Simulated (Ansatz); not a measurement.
LaHg (CsCl type)

```cif
data_HgLa
_chemical_formula_sum 'La1 Hg1'
_space_group_name_H-M_alt 'P 1'
_space_group_IT_number 1
_cell_length_a 3.83682
_cell_length_b 3.83682
_cell_length_c 3.83682
_cell_angle_alpha 90.000
_cell_angle_beta 90.000
_cell_angle_gamma 90.000
loop_
_space_group_symop_operation_xyz
  'x, y, z'
loop_
_atom_site_label
_atom_site_type_symbol
_atom_site_fract_x
_atom_site_fract_y
_atom_site_fract_z
_atom_site_occupancy
La1 La 0.50000 0.50000 0.50000 1
Hg1 Hg 0.00000 0.00000 0.00000 1
```

E(V) scan at fixed shape, V₀ the volume above. Symmetry pins the atoms to their sites.

Level of theory: PBEsol (plane waves to 420 eV, PAW, scalar-relativistic; Ansatz, an electronic-structure program). k mesh 12×12×12 (Γ-centred), Fermi-Dirac smearing 0.05 eV. E stands for the smeared free energy. Stress and pressure are positive under compression. LaHg is run without spin polarisation. LaHg was relaxed with its symmetry unable to fall. Spin-orbit coupling is left out, though Hg is heavy. ΔE is measured from the relaxed starting cell.

### Question
Estimate the ΔE (meV/atom) and P (GPa) for V/V₀ = 0.900, 0.920, 0.960, 1.020, 1.040, 1.060, 1.080, 1.100.

### Answer
```json
[
 {"V/V₀": "0.900", "ΔE (meV/atom)": "62", "P (GPa)": "7.7"},
 {"V/V₀": "0.920", "ΔE (meV/atom)": "38", "P (GPa)": "5.8"},
 {"V/V₀": "0.960", "ΔE (meV/atom)": "9", "P (GPa)": "2.6"},
 {"V/V₀": "1.020", "ΔE (meV/atom)": "2", "P (GPa)": "-1.1"},
 {"V/V₀": "1.040", "ΔE (meV/atom)": "8", "P (GPa)": "-2.1"},
 {"V/V₀": "1.060", "ΔE (meV/atom)": "16", "P (GPa)": "-2.9"},
 {"V/V₀": "1.080", "ΔE (meV/atom)": "28", "P (GPa)": "-3.7"},
 {"V/V₀": "1.100", "ΔE (meV/atom)": "43", "P (GPa)": "-4.4"}
]
```

(A scan under strain: stresses follow from slopes of the energy per volume, elastic moduli from its curvatures.)
